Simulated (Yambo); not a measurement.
A G0W0@PBEsol run in Yambo for Ba2LuNbO6 (space group Fm-3m, No. 225) (2×2×2 Γ-centred k mesh, bands 3 to 232 and a 7 Ry block in the screening, 232 bands in G with the Bruneval-Gonze terminator, plasmon pole fitted at 27.2 eV) gives these matrix elements, in eV, at the band edges (Γ → Γ):

```
state               E0    <Vxc>     <Σx>  <Σc(E0)>      Z
---------------  -----  -------  -------  --------  -----
valence edge     0.000  -23.594  -27.894     4.628  0.785
conduction edge  2.826  -15.255   -9.966    -4.066  0.821
```

Solve the linearised quasiparticle equation for both states, give the gap, and say how exchange and correlation each act on it.

E = E0 + Z(Σx + Σc − Vxc). Valence: 0.000 + 0.785 × (-27.894 + (4.628) − (-23.594)) = 0.26 eV. Conduction: 2.826 + 0.821 × (-9.966 + (-4.066) − (-15.255)) = 3.83 eV. The gap is 3.57 eV, against 2.83 eV in PBEsol. Replacing Vxc by bare exchange alone would open it by 9.59 eV; correlation takes back 8.69 eV of that, and Z scales what is left. Nearest settings tried, and what they do to the gap: 3 Ry block (113 vectors against 339): -64 meV. Not varied: bands in G, bands in W, mesh. So the settings aren't converged at that level. The k mesh is coarse. Spin-orbit splittings are left out. The 4f states are in the valence at their DFT position.

Geometry of the Materials Project entry, not relaxed at this level; primitive cell a = 5.9413 Å, b = 5.9413 Å, c = 5.9413 Å, α = 60.00°, β = 60.00°, γ = 60.00°.

The structure is a Materials Project entry; no match was found in the copy of COD used, and its stability was not checked.
